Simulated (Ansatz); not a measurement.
Here is the system:

Relaxed NaI (rock salt):

```
CELL_PARAMETERS angstrom
      0.00000     6.52904     6.52904
      3.26452     3.26452     6.52904
      3.26452     3.26452     0.00000
ATOMIC_POSITIONS crystal
  I  0.00000 0.00000 0.00000
  I  0.50000 0.00000 0.00000
  Na 0.00000 0.50000 0.50000
  Na 0.50000 0.50000 0.50000
```

A phonon eigenvector at X = (0.5, 0.5, 0.0) is frozen into this cell: atom i moves by Q times the vector below, so Q is the largest atomic displacement, in Å. The cell is held. (q is in reciprocal vectors of the primitive cell; the cell shown is doubled to hold the pattern.)

```tsv
atom	x	y	z
I1	0.000	0.000	-1.000
I2	0.000	0.000	1.000
Na3	0.000	0.000	-0.961
Na4	0.000	0.000	0.961
```

Method: PBE (plane waves to 420 eV, PAW, scalar-relativistic; Ansatz, a program for electronic structure). k mesh 9×9×9 (Γ-centred), Fermi-Dirac smearing 0.05 eV. Energies are smeared free energies. NaI was relaxed with its symmetry unable to fall. Spin-orbit coupling is left out, though I is heavy. ΔE is measured from the undisplaced structure.

The scan covers Q from -0.100 to 0.100 Å in 13 points.

Problem. Which space group does the distorted structure have?

Solution. P4/nmm (No. 129), lowered from Fm-3m.

Problem. What is the energy change at Q = 0.100 Å?

Solution. 19.8 meV/cell.

Problem. What harmonic wavenumber does the curvature at Q = 0 give?

Solution. 60 cm⁻¹.

(For displaced atoms, the force is minus the slope of the energy, and its curvature is a force constant, which sets phonon frequencies.)
